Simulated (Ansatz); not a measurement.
SnO:
```yaml
crystal:
  lattice:
    - [3.13187, 0.00000, 0.00000]
    - [0.00000, 3.13187, 0.00000]
    - [0.00000, 0.00000, 3.13187]
  atoms:
    - { symbol: Sn, position: [0.00000, 0.00000, 0.00000] }
    - { symbol: O, position: [0.50000, 0.50000, 0.50000] }
```

Relaxed with PBE. Special points in fractions of this cell's reciprocal vectors: Γ (0.000, 0.000, 0.000); X (0.000, 0.500, 0.000); M (0.500, 0.500, 0.000); R (0.500, 0.500, 0.500).

Q: List the band energies nearest the Fermi level at these points for PBE in the plane-wave PAW code Ansatz.

A: In eV from the Fermi level; about four levels below and three above (degenerate sets whole), none deeper than 8.9 eV; points with the same levels are listed once.

| k | below | above |
|---|---|---|
| Γ | -7.44 -2.40 -2.40 -2.40 | 7.97 7.97 7.97 |
| X | -8.75 -1.67 -1.67 -1.02 | 0.47 7.14 7.14 |
| M | -5.32 -5.32 -4.74 -1.53 | 3.46 3.46 8.63 |
| R | -3.19 -3.19 -3.19 -1.37 | 0.05 0.05 0.05 |

Space group Pm-3m (CsCl type). The cell is a constructed one: a structure type filled with these elements; neither database checked (COD, Materials Project) lists it. It is not the phase usual at ambient conditions (space group No. 129). The cell was relaxed with PBE under the symmetry of its start; its stability against distortions is not shown here. The Fermi level of a semimetal is unsure by some 0.05 eV on such meshes. Spin–orbit coupling is left out wherever it is not named.

Potentials: the later of the program's two PAW sets.
